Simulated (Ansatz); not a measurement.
Data:

SnC:
```xyz
2
Lattice="3.1041 0.0000 0.0000 0.0000 3.1041 0.0000 0.0000 0.0000 3.1041" Properties=species:S:1:pos:R:3 pbc="T T T"
Sn     0.0000     0.0000     0.0000
C      1.5520     1.5520     1.5520
```

This is the PBE-relaxed structure.

Task: All from the program Ansatz at the PBE level (PAW), unless another level is named. Estimate the electronic character.

Result: metallic (no gap).

Task: Predict the density of states at the Fermi level.

Result: 0.61 states/eV per atom (mean over ±0.08 eV).

Task: Predict the formation energy from the elements (no fitted shifts).

Result: 2.10 eV/atom.

Task: What about the gap with spin–orbit coupling?

Result: none (metallic).

Space group Pm-3m (CsCl type). A made-up cell: these elements were put on the sites of a structure type; neither database checked (COD, Materials Project) lists it. Its standing as an ambient phase is unchecked. The cell was relaxed with PBE under the symmetry of its start; its stability against distortions is not shown here. The references are the lowest solids computed at this level, not always the standard phases. Scalar-relativistic: spin–orbit coupling is off unless named, which matters more the heavier the elements.

Potentials: the later of the program's two PAW sets.
